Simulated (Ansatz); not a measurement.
Rb:
```
CELL_PARAMETERS angstrom
     -2.68548     2.68548     2.68548
      2.68548    -2.68548     2.68548
      2.68548     2.68548    -2.68548
ATOMIC_POSITIONS crystal
  Rb 0.00000 0.00000 0.00000
```

Relaxed with LDA. Special points in fractions of this cell's reciprocal vectors: Γ (0.000, 0.000, 0.000); H (0.500, -0.500, 0.500); N (0.000, 0.000, 0.500); P (0.250, 0.250, 0.250).

Question: List the band energies nearest the Fermi level at these points for LDA in the plane-wave PAW code Ansatz.

Answer: In eV from the Fermi level; about four levels below and three above (degenerate sets whole), none deeper than 8.9 eV; points with the same levels are listed once.

| k | below | above |
|---|---|---|
| Γ | -2.23 | 3.71 3.71 3.71 |
| H | – | 1.14 1.14 3.67 3.67 3.67 |
| N | – | 0.14 0.96 2.53 |
| P | – | 1.36 1.36 1.36 |

Space group Im-3m (bcc (W type)). The cell was relaxed with LDA under the symmetry of its start. Scalar-relativistic: spin–orbit coupling is off unless named, which matters more the heavier the elements.

Potentials: the earlier of the program's two PAW sets. The files were generated under PBE; for other functionals the program regenerates the frozen cores, and for LDA and PBEsol the local potential too.
